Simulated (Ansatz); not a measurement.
AlP (NiAs type, space group No. 194) under volume change, the program Ansatz at the PBEsol level (PAW), shape and atoms relaxed at each volume.

| V (Å³/atom) | E − E(relaxed) (meV/atom) | P (GPa) |
|---|---|---|
| 14.458 | ___ | ___ |
| 14.934 | 21.8 | 7.74 |
| 15.411 | 5.2 | 3.57 |
| 15.888 | 0.0 | 0.00 |
| 16.364 | 4.7 | -3.06 |
| 16.841 | ___ | ___ |
| 17.317 | 38.0 | -7.90 |

**Question.** Some entries are withheld; supply them.

**Answer.** 
- 16.841, E − E(relaxed) (meV/atom): 17.8
- 16.841, P (GPa): -5.67
- 14.458, E − E(relaxed) (meV/atom): 52.0
- 14.458, P (GPa): 12.62

**Question.** What does a third-order Birch–Murnaghan fit give for V₀, B₀ and B′?

**Answer.** V₀ = 15.89 Å³/atom, B₀ = 110 GPa, B′ = 4.2.

Space group P6_3/mmc (NiAs type). The start of the workflow was typed in or built on a structure type; neither database checked (COD, Materials Project) lists it. It is not the phase usual at ambient conditions (space group No. 216). The PBEsol relaxation kept the symmetry of its start; of distortions, only those at the zone centre were tested.

Potentials: the earlier of the program's two PAW sets.
